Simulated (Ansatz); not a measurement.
**Two Ansatz runs on Cl**

The cell is a measured one (Crystallography Open Database entry 9008593); the temperature and pressure of the measurement aren't taken into account, and nothing was relaxed.

First run: DFT, PBE, all-electron LAPW, scalar-relativistic (Ansatz 0.2.0).

Command: `ansatz run input.yaml --threads 1 --pin off --max-ram 4096MiB --backend cpu --events-out ev --progress --plain --runs-dir out` The run took 2.1 min on 1 thread of Arm Neoverse V2, with other jobs on the host, peak memory 0.49 GiB.

```yaml
crystal:
  lattice:
    - [3.12, -2.24, 0.0]
    - [3.12, 2.24, 0.0]
    - [0.0, 0.0, 8.26]
  atoms:
    - { symbol: Cl, position: [0.13, 0.87, 0.1] }
    - { symbol: Cl, position: [0.63, 0.37, 0.4] }
    - { symbol: Cl, position: [0.87, 0.13, 0.9] }
    - { symbol: Cl, position: [0.37, 0.63, 0.6] }
kpoints:
  mp_grid: { grid: [7, 7, 4] }
  band_path:
    path:
      - [0.0, 0.0, 0.0]
      - [0.5, 0.5, 0.0]
      - [0.3788625904, 0.6211374096, 0.0]
      - [-0.3788625904, 0.3788625904, 0.0]
      - [0.0, 0.0, 0.0]
      - [0.0, 0.0, 0.5]
      - [-0.3788625904, 0.3788625904, 0.5]
      - [0.3788625904, 0.6211374096, 0.5]
      - [0.5, 0.5, 0.5]
    npoints: 14
scf:
  occupations: { method: fermi_dirac, width: 0.02 }
hamiltonian:
  xc: pbe
  pseudopotentials: { kind: all_electron, lapw: { basis_error: 0.0005 } }
output:
  forces: true
  stress: true
  eigenvalues: true
  fatbands: true
  populations: true
  dos: { projected: true, de: 0.2, e_range: [-14, 8] }
```

Result: converged; pressure 0.53 GPa; largest force 0.113 eV/Å; gap on the k mesh 2.47 eV (the mesh can miss the band edges); 7 SCF iterations.

The input is then changed:

```diff
@@ -25,13 +25,13 @@
 scf:
   occupations: { method: fermi_dirac, width: 0.02 }
+  lower_state_search: "off"
 hamiltonian:
-  xc: pbe
+  xc: pbesol
   pseudopotentials: { kind: all_electron, lapw: { basis_error: 0.0005 } }
+  dispersion: d3bj
 output:
   forces: true
   stress: true
   eigenvalues: true
-  fatbands: true
   populations: true
-  dos: { projected: true, de: 0.2, e_range: [-14, 8] }
```

Question: What does the second run give?

Answer: It converged; pressure -1.69 GPa; largest force 0.257 eV/Å; gap on the k mesh 2.41 eV (the mesh can miss the band edges); 7 SCF iterations.

The results part of its log:

```
SCF 1 converged in 7 iterations: F = -50157.811187 eV  dr2 = 4.05e-8
NSCF: frozen V_eff on 113 k-points
SCF converged after 7 iterations
Free energy (F): -50157.811187 eV
Harris-Foulkes:  -50157.811186 eV  (|F-HF|=5.71e-8)
Internal energy: -50157.811187 eV  (E = F + TS)
E sigma→0 (E₀):  -50157.811187 eV
Fermi energy:    2.133628 eV
--- Per-component energies (eV) ---
  E_band       = -6495.950333
  E_kinetic    = 50405.139366
  E_xc         = -2987.087315
  E_electrostatic = -97575.381472  (all electrons and nuclei)
  E_disp       = -0.481765  (pairwise vdW)
  E_smearing   = -0.000000  (= −TS)
  E_closure    = 0.000000  (closes the sum)
  E_atoms      = -50149.531793  (free atoms, spherical and without spin; not in F)
  Σ components = -50157.811187   (vs F -50157.811187, Δ=0.00e0)
  Basis errors (estimates in eV, not in F): energy 3.7e-4 per atom: plane waves 3.5e-4 (2.0e-4 summed), levels above the bands 2.1e-187, relativity 5.3e-8, radial functions 1.8e-5, core shells 1.1e-10; eigenvalues (radial functions only) 4.2e-7; not estimated: angular momenta, meshes, grids; target (lapw.basis_error) 5.0e-4; muffin-tin radii Cl 1.011 Å
--- Forces (eV/Å), atoms counted from 1 ---
  atom   1  Cl     0.00000000     0.22157873    -0.13035976
  atom   2  Cl     0.00000000     0.22157873     0.13035976
  atom   3  Cl     0.00000000    -0.22157873     0.13035976
  atom   4  Cl     0.00000000    -0.22157873    -0.13035976
  max |Σ_I F_I| component: 0.00e0 eV/Å
--- Stress (GPa, compression-positive) ---
       -0.386520       0.000000       0.000000
        0.000000      -1.932561       0.000000
        0.000000       0.000000      -2.736937
  P = ⅓ Tr σ = -1.6853 GPa (-16.853 kbar)
--- Band table (eV; the first three rows and the last of 48) ---
  k-point 0: bands = ["-244.3852", "-244.3852", "-244.3848", "-244.3848", "-183.8897", "-183.8897", "-183.8868", "-183.8868", "-183.4729", "-183.4729", "-183.4727", "-183.4727", "-183.4562", "-183.4562", "-183.4560", "-183.4560", "-15.6326", "-15.4296", "-11.6665", "-11.1195", "-4.3960", "-3.5631", "-1.6729", "-1.5399", "-1.1822", "-1.1680", "0.2291", "0.5153", "0.7956", "0.8930", "3.3261", "3.9348", "7.6923", "8.2919", "9.5171", "10.8484"]
  k-point 1: bands = ["-244.3852", "-244.3852", "-244.3848", "-244.3848", "-183.8897", "-183.8897", "-183.8868", "-183.8868", "-183.4729", "-183.4729", "-183.4727", "-183.4727", "-183.4562", "-183.4562", "-183.4560", "-183.4560", "-15.6051", "-15.4618", "-11.5872", "-11.2011", "-4.2908", "-3.7127", "-1.5815", "-1.5054", "-1.1802", "-1.1701", "0.2218", "0.4301", "0.8097", "0.8786", "3.3744", "3.8004", "7.8894", "8.3492", "9.7750", "10.7263"]
  k-point 2: bands = ["-244.3852", "-244.3852", "-244.3848", "-244.3848", "-183.8897", "-183.8897", "-183.8868", "-183.8868", "-183.4729", "-183.4729", "-183.4727", "-183.4727", "-183.4562", "-183.4562", "-183.4560", "-183.4560", "-15.5358", "-15.5358", "-11.3953", "-11.3953", "-4.0215", "-4.0215", "-1.4810", "-1.4810", "-1.1752", "-1.1752", "0.2777", "0.2777", "0.8440", "0.8440", "3.5465", "3.5465", "8.2429", "8.2429", "10.3511", "10.3511"]
  k-point 47: bands = ["-244.3852", "-244.3852", "-244.3848", "-244.3848", "-183.8897", "-183.8897", "-183.8868", "-183.8868", "-183.4729", "-183.4729", "-183.4727", "-183.4727", "-183.4562", "-183.4562", "-183.4560", "-183.4560", "-15.3163", "-15.3163", "-11.3311", "-11.3311", "-4.0149", "-4.0149", "-2.6543", "-2.6543", "-1.9477", "-1.9477", "0.3339", "0.3339", "0.4684", "0.4684", "3.4959", "3.4959", "9.7724", "9.7724", "10.6090", "10.6090"]
--- Löwdin populations: 4 sites ---
  site symbol       q [e]
     0     Cl     16.9545
     1     Cl     16.9545
     2     Cl     16.9545
     3     Cl     16.9545
  spilling = 0.002677 (of n_electrons = 68.000000)
```
